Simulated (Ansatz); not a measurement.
Geometry optimisation in Ansatz: input, command and trajectory.

```yaml
crystal:
  lattice:
    - [4.1220140315, 0.0, 0.0]
    - [0.0, 4.1220140315, 0.0]
    - [0.0, 0.0, 4.1220140315]
  atoms:
    - { symbol: Hf, position: [0.0, 0.5, 0.5] }
    - { symbol: Hf, position: [0.5, 0.0, 0.5] }
    - { symbol: Hf, position: [0.5, 0.5, 0.0] }
    - { symbol: Ru, position: [0.0, 0.0, 0.0] }
basis:
  ecutwfc: 420
kpoints:
  mp_grid: { grid: [4, 4, 4] }
hamiltonian:
  xc: pbe
scf:
  occupations: { method: gaussian, width: 0.1 }
  lower_state_search: "off"
output:
  forces: true
  stress: true
  eigenvalues: true
relax:
  adjacent_minimum: "off"
  f_tol: 0.04
  max_steps: 70
  cell: { stress_tol: 0.4 }
```

```bash
ansatz run input.yaml --threads 1 --pin off --max-ram 2560MiB --backend cpu --events-out ev --progress --plain --runs-dir out
```

Level of theory: DFT PBE, scalar-relativistic, plane waves, PAW in Ansatz.

Of 4 frames 4 are shown, positions in Å and forces in eV/Å; the SCF threshold varies from step to step. Steps run on the plane waves of an earlier cell, with a Pulay correction in the pressure. The basis is chosen afresh for the last frame, the zero of the energies, and at times for earlier ones too; energy and pressure step there, also at an unchanged geometry.

```xyz
4
Lattice="4.1220 0.0000 0.0000 0.0000 4.1220 0.0000 0.0000 0.0000 4.1220" Properties=species:S:1:pos:R:3:forces:R:3 pbc="T T T" step=1 free_energy_over_end_meV_per_atom=134.50 pressure_GPa=20.45
Hf    0.0000    2.0610    2.0610    0.0000    0.0000    0.0000
Hf    2.0610    0.0000    2.0610    0.0000    0.0000    0.0000
Hf    2.0610    2.0610    0.0000    0.0000    0.0000    0.0000
Ru    0.0000    0.0000    0.0000    0.0000    0.0000    0.0000
4
Lattice="4.3230 0.0000 0.0000 0.0000 4.3230 0.0000 0.0000 0.0000 4.3230" Properties=species:S:1:pos:R:3:forces:R:3 pbc="T T T" step=2 free_energy_over_end_meV_per_atom=4.01 pressure_GPa=-2.55
Hf    0.0000    2.1615    2.1615    0.0000    0.0000    0.0000
Hf    2.1615    0.0000    2.1615    0.0000    0.0000    0.0000
Hf    2.1615    2.1615    0.0000    0.0000    0.0000    0.0000
Ru    0.0000    0.0000    0.0000    0.0000    0.0000    0.0000
4
Lattice="4.2987 0.0000 0.0000 0.0000 4.2987 0.0000 0.0000 0.0000 4.2987" Properties=species:S:1:pos:R:3:forces:R:3 pbc="T T T" step=3 free_energy_over_end_meV_per_atom=0.83 pressure_GPa=-0.33
Hf    0.0000    2.1494    2.1494    0.0000    0.0000    0.0000
Hf    2.1494    0.0000    2.1494    0.0000    0.0000    0.0000
Hf    2.1494    2.1494    0.0000    0.0000    0.0000    0.0000
Ru    0.0000    0.0000    0.0000    0.0000    0.0000    0.0000
4
Lattice="4.2987 0.0000 0.0000 0.0000 4.2987 0.0000 0.0000 0.0000 4.2987" Properties=species:S:1:pos:R:3:forces:R:3 pbc="T T T" step=4 free_energy_over_end_meV_per_atom=0.00 pressure_GPa=-0.32
Hf    0.0000    2.1494    2.1494    0.0000    0.0000    0.0000
Hf    2.1494    0.0000    2.1494    0.0000    0.0000    0.0000
Hf    2.1494    2.1494    0.0000    0.0000    0.0000    0.0000
Ru    0.0000    0.0000    0.0000    0.0000    0.0000    0.0000
```

The start puts this composition into another compound's structure type, which needn't suit it. At the end the space group is Pm-3m (tolerance 0.05 Å).

Time: 12 s on 1 thread of Arm Neoverse V1, with other jobs on the host, peak memory 0.36 GiB.

The k mesh is coarse. Spin–orbit coupling is left out, which can shift energies with elements as heavy as these.